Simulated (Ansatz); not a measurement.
Here is the system:

TaS₂ (CdI2 type)

```yaml
crystal:
  lattice:
    - [3.32882, 0.00000, 0.00000]
    - [-1.66441, 2.88285, 0.00000]
    - [0.00000, 0.00000, 5.78549]
  atoms:
    - { symbol: Ta, position: [0.00000, 0.00000, 0.00000] }
    - { symbol: S, position: [0.33333, 0.66667, 0.26700] }
    - { symbol: S, position: [0.66667, 0.33333, 0.73300] }
```

E(V) scan at fixed shape, V₀ the volume above. The atoms relax within the cell's symmetry.

All values below come from PBE-D3(BJ) (plane waves to 420 eV, PAW, scalar-relativistic; Ansatz, a quantum-chemistry and plane-wave program). k mesh 16×16×8 (Γ-centred), Fermi-Dirac smearing 0.05 eV. The energy includes the smearing's −TS. Stress and pressure are positive under compression. With the shape held, the modulus is that of even scaling; a crystal free to change shape is softer. Spin-orbit coupling is left out, though Ta is heavy. TaS2 is run without spin polarisation. TaS2 was relaxed with its symmetry unable to fall. The zero of ΔE is the relaxed starting cell.

The scan covers V/V₀ from 0.940 to 1.060 in 9 points.

Task: What pressure does the cell carry at V/V₀ = 0.940?

Result: 4.3 GPa.

Task: What is ΔE at V/V₀ = 0.940?

Result: 14 meV/atom.

Task: What is ΔE at V/V₀ = 1.060?

Result: 11 meV/atom.

(Under strain, the slope of the energy per volume gives the stress and its curvature an elastic modulus.)
